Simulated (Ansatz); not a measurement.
**La, one cell by several methods**

```
La
1.0
     3.79935    0.00000    0.00000
    -1.89967    3.29033    0.00000
     0.00000    0.00000    6.14988
La
2
Direct
  0.33333 0.66667 0.25000
  0.66667 0.33333 0.75000
```

Atom numbers follow the list: La1, La2.

The conventional cell has a = 3.799 Å, b = 3.799 Å, c = 6.150 Å, α = 90.00°, β = 90.00°, γ = 120.00°. Around La (atom 1) lie 12 La at 3.78 to 3.80 Å.

The cell comes from COD entry 9008503, which wasn't checked; take it as a given geometry. It differs from other determinations. The listed cell was then made from it by scaling, straining or moving an atom.

No spin–orbit coupling, which matters for the heavy atoms here.

Levels of theory: DFT, LDA, PAW with Ansatz's default frozen-core files, scalar-relativistic (Ansatz 0.2.0); DFT, LDA, all-electron LAPW, scalar-relativistic (Ansatz 0.2.0).

For PAW: a Γ-centred 11×11×6 k mesh, Fermi–Dirac smearing of 0.05 eV, cutoff 420 eV, no spin polarisation; the PAW files were made with PBE, and the program remakes their frozen cores for this functional. LAPW targets a basis error of 0.25 meV/atom. The Ansatz runs share mesh, smearing and spin set-up. Plane-wave (PAW) pressures include the program's estimate of the Pulay term.

Stress and pressure are positive in compression.

The change that made this cell: volume scaled by 1.04.

PAW results:

```tsv
quantity	PAW
pressure (GPa)	-3.80
stress xx (GPa)	-3.72
stress zz (GPa)	-3.95
```

Question: What does all-electron LAPW give for the same quantities?

Answer: 
| quantity | LAPW |
| --- | --- |
| pressure (GPa) | -3.77 |
| stress xx (GPa) | -3.70 |
| stress zz (GPa) | -3.91 |
